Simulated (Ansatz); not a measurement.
Geometry optimisation in Ansatz: input, command and trajectory.

```yaml
crystal:
  lattice:
    - [3.0862151935, 0.0, 0.0]
    - [-1.5431075967, 2.6727407591, 0.0]
    - [0.0, 0.0, 4.8104329986]
  atoms:
    - { symbol: Ta, position: [0.6666666667, 0.3333333333, 0.748155773] }
    - { symbol: Ta, position: [0.3333333333, 0.6666666667, 0.251844227] }
    - { symbol: "N", position: [0.0, 0.0, 0.0] }
basis:
  ecutwfc: 420
kpoints:
  mp_grid: { grid: [18, 18, 10] }
hamiltonian:
  xc: pbesol
scf:
  occupations: { method: gaussian, width: 0.1 }
output:
  forces: true
  stress: true
  eigenvalues: true
  write_density: true
  write_potential: true
  elf: true
  volumetric_format: npy
relax:
  adjacent_minimum: "off"
  f_tol: 0.005
  max_steps: 80
  cell: { stress_tol: 0.05 }
```

```bash
ansatz run input.yaml --threads 1 --pin off --max-ram 2560MiB --backend cpu --events-out ev --progress --plain --runs-dir out
```

Theory: Ansatz, DFT PBEsol, scalar-relativistic, plane waves, PAW.

Of 6 frames 5 are shown, positions in Å and forces in eV/Å; the SCF threshold varies from step to step. Steps run on the plane waves of an earlier cell, with a Pulay correction in the pressure. The basis is chosen afresh for the last frame, the zero of the energies, and at times for earlier ones too; energy and pressure step there, also at an unchanged geometry. The mark taken_back stands on steps that the optimiser undid.

```xyz
3
Lattice="3.0862 0.0000 0.0000 -1.5431 2.6727 0.0000 0.0000 0.0000 4.8104" Properties=species:S:1:pos:R:3:forces:R:3 pbc="T T T" step=1 free_energy_over_end_meV_per_atom=0.55 pressure_GPa=-0.17
Ta    1.5431    0.8909    3.5990    0.0000    0.0000   -0.1596
Ta    0.0000    1.7818    1.2115    0.0000    0.0000    0.1596
N     0.0000    0.0000    0.0000    0.0000    0.0000    0.0000
3
Lattice="3.0736 0.0000 0.0000 -1.5368 2.6618 0.0000 0.0000 0.0000 4.7746" Properties=species:S:1:pos:R:3:forces:R:3 pbc="T T T" step=2 free_energy_over_end_meV_per_atom=3.86 pressure_GPa=3.55 taken_back
Ta    1.5368    0.8873    3.5492    0.0000    0.0000    0.3473
Ta    0.0000    1.7745    1.2254    0.0000    0.0000   -0.3473
N     0.0000    0.0000    0.0000    0.0000    0.0000    0.0000
3
Lattice="3.0829 0.0000 0.0000 -1.5415 2.6699 0.0000 0.0000 0.0000 4.8150" Properties=species:S:1:pos:R:3:forces:R:3 pbc="T T T" step=3 free_energy_over_end_meV_per_atom=0.03 pressure_GPa=-0.25
Ta    1.5415    0.8900    3.5946    0.0000    0.0000   -0.0005
Ta    0.0000    1.7799    1.2204    0.0000    0.0000    0.0005
N     0.0000    0.0000    0.0000    0.0000    0.0000    0.0000
3
Lattice="3.0769 0.0000 0.0000 -1.5385 2.6647 0.0000 0.0000 0.0000 4.8223" Properties=species:S:1:pos:R:3:forces:R:3 pbc="T T T" step=4 free_energy_over_end_meV_per_atom=-0.06 pressure_GPa=0.39
Ta    1.5385    0.8882    3.5985    0.0000    0.0000   -0.0070
Ta    0.0000    1.7765    1.2238    0.0000    0.0000    0.0070
N     0.0000    0.0000    0.0000    0.0000    0.0000    0.0000
3
Lattice="3.0786 0.0000 0.0000 -1.5393 2.6662 0.0000 0.0000 0.0000 4.8233" Properties=species:S:1:pos:R:3:forces:R:3 pbc="T T T" step=6 free_energy_over_end_meV_per_atom=0.00 pressure_GPa=-0.01
Ta    1.5393    0.8887    3.5994    0.0000    0.0000   -0.0001
Ta    0.0000    1.7774    1.2239    0.0000    0.0000    0.0001
N     0.0000    0.0000    0.0000    0.0000    0.0000    0.0000
```

It took 3.2 min on 1 thread of Intel(R) Xeon(R) Processor @ 2.50GHz (Skylake/Cascade Lake), with other jobs on the host, peak memory 0.53 GiB.

Spin–orbit coupling is left out, which can shift energies with elements as heavy as these.